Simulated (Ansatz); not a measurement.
**Property card for Te2W**

Te2W:
```
Te2W
1.0
    3.47541     0.00000     0.00000
   -1.73770     3.00979     0.00000
    0.00000     0.00000    13.83177
Te W
4 2
Direct
  0.33333   0.66667   0.88041
  0.66667   0.33333   0.11959
  0.66667   0.33333   0.38041
  0.33333   0.66667   0.61959
  0.33333   0.66667   0.25000
  0.66667   0.33333   0.75000
```

Space group P6_3/mmc (No. 194); conventional cell a = 3.4754 Å, b = 3.4754 Å, c = 13.8318 Å, α = 90.00°, β = 90.00°, γ = 120.00°.

Method: LDA in the plane-wave PAW code Ansatz. The cell and atoms are relaxed at this level. Other levels are named where they apply.

Cell and energy:

* **Volume per atom**: 24.11 Å³
* **Density**: 10.08 g/cm³
* **Formation energy from the elements (no fitted shifts)**: -0.098 eV/atom

Electronic structure:

- Band gap: 0.74 eV (indirect)
- Valence-band maximum: at K
- Conduction-band minimum: on the K–Γ line, 42 % of the way from K (6 equivalent valleys)
- Smallest direct gap on the standard path: 1.09 eV
- Electron effective mass: 0.32, 0.36, 0.51 mₑ (principal values)
- Electron effective mass with spin–orbit coupling: 0.31, 0.38, 0.50 mₑ (principal values)
- Hole effective mass: 0.40, 0.40, 0.55 mₑ (principal values)
- Hole effective mass with spin–orbit coupling: 0.33, 0.33, 0.65 mₑ (principal values)
- HSE06 gap on the LDA cell: 1.12 eV
- Gap with spin–orbit coupling: 0.60 eV

Mechanics:

- Bulk modulus (Birch–Murnaghan fit) = 368 kbar
- Pressure derivative B′ = 13.0

Dielectric response:

Electronic dielectric constant ε∞ (DFPT): 18.9 (xx = yy), 10.9 (zz)
Born charges (a third of the trace): Te +1.16, W -2.33 e

Charges:

- Bader charges = Te -0.28, W +0.56 e

The workflow started from a Materials Project entry (that database holds measured and hypothetical structures alike); the Crystallography Open Database copy checked does not list it. COD files the formula under space group No. 31. Whether it is the stable phase at ambient conditions was not checked. The LDA relaxation kept the symmetry of its start; whether a distortion lowers the energy is not shown. The run is not spin-polarised. A crystal of weakly bound layers computed without a dispersion correction: the cell and the soft elastic constants depend strongly on that. The references are the lowest solids computed at this level, not always the standard phases. Scalar-relativistic: spin–orbit coupling is off unless named, which matters more the heavier the elements.

Potentials: the later of the program's two PAW sets.
